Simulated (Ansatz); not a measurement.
Here is an unrelaxed guess for AlSnH₄.

```cif
data_structure
_symmetry_space_group_name_H-M 'P 1'
_symmetry_Int_Tables_number 1
_cell_length_a 4.0561
_cell_length_b 4.0561
_cell_length_c 6.4865
_cell_angle_alpha 90.000
_cell_angle_beta 90.000
_cell_angle_gamma 90.000
_cell_volume 106.71
loop_
_atom_site_label
_atom_site_type_symbol
_atom_site_fract_x
_atom_site_fract_y
_atom_site_fract_z
_atom_site_occupancy
Al1 Al 0.00000 0.00000 0.00000 1
Sn1 Sn 0.50000 0.50000 0.50000 1
H1 H 0.00000 0.00000 0.68419 1
H2 H 0.50000 0.00000 0.00000 1
H3 H 0.00000 0.50000 0.00000 1
H4 H 0.00000 0.00000 0.31581 1
```

All numbers below come from Ansatz, DFT PBE, scalar-relativistic, plane waves, PAW. Settings: cutoff 420 eV, Γ-centred mesh 4×4×4 on the computed 6-atom cell, Gaussian smearing of 0.10 eV; no spin polarisation.

Formation energies are uncorrected and refer to the elements' standard structures at the same level (H₂ as a molecule). The references include grey tin.

Question: How far from equilibrium is it?

Answer: The pressure is -10.9 GPa (the mean over three directions, positive in compression), the largest force is 1.03 eV/Å, and the energy is +0.64 eV/atom against the elements. The shortest distance is 2.03 Å.

Question: How much does it gain on relaxing, and where does it end?

Answer: Relaxing gains about 0.36 eV/atom (the start's value is from the coarse mesh, so the gain is rough) in 16 ionic steps and ends at +0.27 eV/atom on the finer mesh. The symmetry stays P4/mmm (No. 123). The volume per atom shrinks by 37.0 %, from 17.8 to 11.2 Å³. The shortest distance goes from 2.03 Å (Al–H) to 1.70 Å (Al–H). Conventional cell: a = 3.399 Å, c = 5.820 Å. Around Al lie 6 H at 1.70–1.77 Å; Sn has 8 H at 2.66 Å; H on a site of symmetry 4mm is surrounded by 1 Al at 1.77 Å, 1 H at 2.29 Å, 4 H at 2.45 Å and 4 Sn at 2.66 Å; 1 more site not described.

The last run used a 12×12×8 mesh (in the run's order of axes) for its 6-atom cell and Gaussian smearing of 0.10 eV. No dispersion correction is applied, so the spacing and binding between layers, chains or molecules are poorly described. The cell is a metal run without spin; a magnetic state may lie lower. With hydrogen, zero-point motion can shift formation energies by some tens of meV/atom. The relaxation can't lower the symmetry of the start. A structure relaxed within its symmetry needn't be a true minimum.
